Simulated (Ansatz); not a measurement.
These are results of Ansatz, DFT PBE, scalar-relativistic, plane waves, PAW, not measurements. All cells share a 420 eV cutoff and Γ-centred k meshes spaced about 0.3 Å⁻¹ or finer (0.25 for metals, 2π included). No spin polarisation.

Temperature and zero-point effects are left out.

Two relaxed structures of ScInTeSe:

A. Space group R3m (No. 160), trigonal, a = 4.087 Å, c = 23.614 Å. Sc is surrounded by 3 Se at 2.75 Å and 3 Te at 2.95 Å; In is surrounded by 3 Se at 3.31 Å and 3 Te at 3.34 Å; Te has 3 Sc at 2.95 Å and 3 In at 3.34 Å; Se is surrounded by 3 Sc at 2.75 Å and 3 In at 3.31 Å.

B. Space group P-6m2 (No. 187), hexagonal, a = 4.062 Å, c = 15.872 Å. Sc has 3 Se at 2.75 Å and 3 Te at 2.94 Å; In on its first site has 6 Se at 3.29 Å; around In on its second site lie 6 Te at 3.37 Å; Te is surrounded by 3 Sc at 2.94 Å and 3 In at 3.37 Å; Se is surrounded by 3 Sc at 2.75 Å and 3 In at 3.29 Å.

Problem. Which would you expect to be lower, and how large is the difference?

Solution. They are level within the accuracy (under 1 meV/atom apart). A has space group R3m (No. 160), 28.5 Å³/atom and no gap on its mesh; B has space group P-6m2 (No. 187), 28.3 Å³/atom and no gap. Counting Se or Te atoms around In and Sc (for each partner element, those within 1.25 times its shortest distance or 1.15 times the sum of covalent radii, where it is the nearest in units of that sum or under 1.3; the shortest distance is added where it is long for a bond; a slash parts the counts of unlike sites), A has Sc 6, In 6 from 3.3 Å and B has Sc 6, In 6 from 3.3 Å/6 from 3.4 Å. Both come from trial cells of a structure search.

These runs have no spin–orbit coupling, which can matter for Te. The zero gap of R3m, P-6m2 may come from the functional, which often closes small gaps, or the cell may be a true semimetal. Trial moments fell under 0.15 μB along the way in R3m and P-6m2; another start might hold them. With atoms moved at random, B came back. A had no clear such test and can be a saddle point.
